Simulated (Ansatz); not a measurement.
Ni, DFT, LDA, PAW with Ansatz's default frozen-core files, scalar-relativistic (Ansatz 0.2.0), on 4 threads of Arm Neoverse V2 (shared host).

Command: `ansatz run input.yaml --threads 4 --pin off --max-ram 10240MiB --backend cpu --events-out ev --progress --plain --runs-dir out`

```yaml
crystal:
  lattice:
    - [0.0, 1.761935, 1.761935]
    - [1.761935, 0.0, 1.761935]
    - [1.761935, 1.761935, 0.0]
  atoms:
    - { symbol: Ni, position: [0.0, 0.0, 0.0], spin: 1.0 }
magnetization:
  spin_polarized: true
kpoints:
  mp_grid: { grid: [25, 25, 25] }
scf:
  occupations: { method: fermi_dirac, width: 0.05 }
hamiltonian:
  xc: lda
  pseudopotentials: { kind: paw }
output:
  forces: true
  stress: true
relax:
  f_tol: 0.003
  max_steps: 80
  cell: {}
```

How large is the problem that the program sets up?

455 irreducible k-points, 181 plane waves at Γ, 14 bands.

About how long does it take?

12 s of wall time for 45 SCF iterations over 4 geometries. Times on shared machines scatter by tens of per cent.
